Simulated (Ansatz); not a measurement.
**Ansatz 0.2.0, relaxation: Ta₄GaSb₄Se₄**

input.yaml:

```yaml
crystal:
  lattice:
    - [0.0, 5.348619, 5.348619]
    - [5.348619, 0.0, 5.348619]
    - [5.348619, 5.348619, 0.0]
  atoms:
    - { symbol: Ta, position: [0.5985, 0.5985, 0.5985] }
    - { symbol: Ta, position: [0.2045, 0.5985, 0.5985] }
    - { symbol: Ta, position: [0.5985, 0.5985, 0.2045] }
    - { symbol: Ta, position: [0.5985, 0.2045, 0.5985] }
    - { symbol: Sb, position: [0.86367, 0.86367, 0.86367] }
    - { symbol: Sb, position: [0.40899, 0.86367, 0.86367] }
    - { symbol: Sb, position: [0.86367, 0.86367, 0.40899] }
    - { symbol: Sb, position: [0.86367, 0.40899, 0.86367] }
    - { symbol: Se, position: [0.36673, 0.36673, 0.36673] }
    - { symbol: Se, position: [0.89981, 0.36673, 0.36673] }
    - { symbol: Se, position: [0.36673, 0.36673, 0.89981] }
    - { symbol: Se, position: [0.36673, 0.89981, 0.36673] }
    - { symbol: Ga, position: [0.0, 0.0, 0.0] }
  symmetry: { tolerance: 0.0003 }
kpoints:
  mp_grid: { grid: [6, 6, 6], shift: [0, 0, 0] }
magnetization:
  spin_polarized: false
scf:
  occupations: { method: fermi_dirac }
  lower_state_search: "off"
hamiltonian:
  pseudopotentials: { kind: paw }
  xc: pbe
basis:
  ecutwfc: 420
  fft_grid_basis: typed
relax:
  max_steps: 40
  cell: { p_target: 0.0 }
  f_tol: 0.03
output:
  forces: true
  stress: true
  eigenvalues: true
  bader: true
  populations: true
  elf: true
  write_potential: true
  volumetric_format: npy
  dos:
    e_range: [-12, 8]
    de: 0.05
    projected: { site_lists: { Ga: [Ga], Sb: [Sb], Se: [Se], Ta: [Ta] } }
checkpoint:
  read: saved_state
```

Launch command:

```bash
ansatz run input.yaml --threads 2 --pin off --max-ram 3584MiB --backend cpu --events-out ev --progress --plain --runs-dir out
```

Origin of the cell: a known structure type with other elements, at an estimated volume, so it need not be a known compound.

The smearing width isn't typed, so it takes its default of 0.1 eV.

The saved state is a converged single point of the same cell.

Steps («new basis» is an SCF on plane waves selected anew at the same cell):

| step | ΔF (meV/atom) | max force component (eV/Å) | P (GPa) | volume (Å³) | SCF iterations | step was |
| --- | --- | --- | --- | --- | --- | --- |
| 1 | 0.0 | 0.559 | 6.73 | 306.02 | 7 | accepted |
| 2 | -32.3 | 0.350 | -3.67 | 353.90 | 8 | accepted |
| 3 | -52.8 | 0.117 | -0.46 | 337.05 | 8 | accepted |
| 4 | -53.5 | 0.017 | 0.04 | 335.35 | 6 | accepted |
| 5 | -54.1 | 0.017 | 0.04 | 335.35 | 8 | new basis |

Step 1, with forces in eV/Å:

```xyz
13
Lattice="0.000 5.349 5.349 5.349 0.000 5.349 5.349 5.349 0.000" Properties=species:S:1:pos:R:3:forces:R:3 pbc="T T T" step=1
Ta    6.402    6.402    6.402    0.144    0.144    0.144
Ta    6.402    4.295    4.295    0.144   -0.144   -0.144
Ta    4.295    4.295    6.402   -0.144   -0.144    0.144
Ta    4.295    6.402    4.295   -0.144    0.144   -0.144
Sb    9.239    9.239    9.239   -0.559   -0.559   -0.559
Sb    9.239    6.807    6.807   -0.559    0.559    0.559
Sb    6.807    6.807    9.239    0.559    0.559   -0.559
Sb    6.807    9.239    6.807    0.559   -0.559    0.559
Se    3.923    3.923    3.923   -0.318   -0.318   -0.318
Se    3.923    6.774    6.774   -0.318    0.318    0.318
Se    6.774    6.774    3.923    0.318    0.318   -0.318
Se    6.774    3.923    6.774    0.318   -0.318    0.318
Ga    0.000    0.000    0.000    0.000    0.000    0.000
```

Step 2, with forces in eV/Å:

```xyz
13
Lattice="0.000 5.614 5.614 5.614 0.000 5.614 5.614 5.614 0.000" Properties=species:S:1:pos:R:3:forces:R:3 pbc="T T T" step=2
Ta    6.705    6.705    6.705   -0.045   -0.045   -0.045
Ta    6.705    4.523    4.523   -0.045    0.045    0.045
Ta    4.523    4.523    6.705    0.045    0.045   -0.045
Ta    4.523    6.705    4.523    0.045   -0.045    0.045
Sb    9.659    9.659    9.659   -0.350   -0.350   -0.350
Sb    9.659    7.184    7.184   -0.350    0.350    0.350
Sb    7.184    7.184    9.659    0.350    0.350   -0.350
Sb    7.184    9.659    7.184    0.350   -0.350    0.350
Se    4.163    4.163    4.163    0.247    0.247    0.247
Se    4.163    7.065    7.065    0.247   -0.247   -0.247
Se    7.065    7.065    4.163   -0.247   -0.247    0.247
Se    7.065    4.163    7.065   -0.247    0.247   -0.247
Ga    0.000    0.000    0.000    0.000    0.000    0.000
```

Step 3, with forces in eV/Å:

```xyz
13
Lattice="0.000 5.524 5.524 5.524 0.000 5.524 5.524 5.524 0.000" Properties=species:S:1:pos:R:3:forces:R:3 pbc="T T T" step=3
Ta    6.588    6.588    6.588    0.117    0.117    0.117
Ta    6.588    4.459    4.459    0.117   -0.117   -0.117
Ta    4.459    4.459    6.588   -0.117   -0.117    0.117
Ta    4.459    6.588    4.459   -0.117    0.117   -0.117
Sb    9.470    9.470    9.470   -0.039   -0.039   -0.039
Sb    9.470    7.101    7.101   -0.039    0.039    0.039
Sb    7.101    7.101    9.470    0.039    0.039   -0.039
Sb    7.101    9.470    7.101    0.039   -0.039    0.039
Se    4.075    4.075    4.075    0.071    0.071    0.071
Se    4.075    6.973    6.973    0.071   -0.071   -0.071
Se    6.973    6.973    4.075   -0.071   -0.071    0.071
Se    6.973    4.075    6.973   -0.071    0.071   -0.071
Ga    0.000    0.000    0.000    0.000    0.000    0.000
```

Step 4, with forces in eV/Å:

```xyz
13
Lattice="0.000 5.514 5.514 5.514 0.000 5.514 5.514 5.514 0.000" Properties=species:S:1:pos:R:3:forces:R:3 pbc="T T T" step=4
Ta    6.585    6.585    6.585   -0.017   -0.017   -0.017
Ta    6.585    4.443    4.443   -0.017    0.017    0.017
Ta    4.443    4.443    6.585    0.017    0.017   -0.017
Ta    4.443    6.585    4.443    0.017   -0.017    0.017
Sb    9.452    9.452    9.452    0.009    0.009    0.009
Sb    9.452    7.090    7.090    0.009   -0.009   -0.009
Sb    7.090    7.090    9.452   -0.009   -0.009    0.009
Sb    7.090    9.452    7.090   -0.009    0.009   -0.009
Se    4.072    4.072    4.072   -0.003   -0.003   -0.003
Se    4.072    6.957    6.957   -0.003    0.003    0.003
Se    6.957    6.957    4.072    0.003    0.003   -0.003
Se    6.957    4.072    6.957    0.003   -0.003    0.003
Ga    0.000    0.000    0.000    0.000    0.000    0.000
```

Step 5, with forces in eV/Å:

```xyz
13
Lattice="0.000 5.514 5.514 5.514 0.000 5.514 5.514 5.514 0.000" Properties=species:S:1:pos:R:3:forces:R:3 pbc="T T T" step=5
Ta    6.585    6.585    6.585   -0.017   -0.017   -0.017
Ta    6.585    4.443    4.443   -0.017    0.017    0.017
Ta    4.443    4.443    6.585    0.017    0.017   -0.017
Ta    4.443    6.585    4.443    0.017   -0.017    0.017
Sb    9.452    9.452    9.452    0.009    0.009    0.009
Sb    9.452    7.090    7.090    0.009   -0.009   -0.009
Sb    7.090    7.090    9.452   -0.009   -0.009    0.009
Sb    7.090    9.452    7.090   -0.009    0.009   -0.009
Se    4.072    4.072    4.072   -0.002   -0.002   -0.002
Se    4.072    6.957    6.957   -0.002    0.002    0.002
Se    6.957    6.957    4.072    0.002    0.002   -0.002
Se    6.957    4.072    6.957    0.002   -0.002    0.002
Ga    0.000    0.000    0.000    0.000    0.000    0.000
```

```yaml
Free_energy_lowered_by: 54.1 meV/atom
Volume_change: 9.58 %
Final_pressure: 0.04 GPa
Relaxation_steps_listed: 5
```

Caveats: no moments, though an odd count or open d shells may carry them; no spin-orbit coupling, though heavy elements are present; the relaxation held the start's symmetry, so the end may be a saddle point.

Time: 5.1 min on 2 threads of Arm Neoverse V1 (shared host), peak memory 1 GiB, from a saved density.
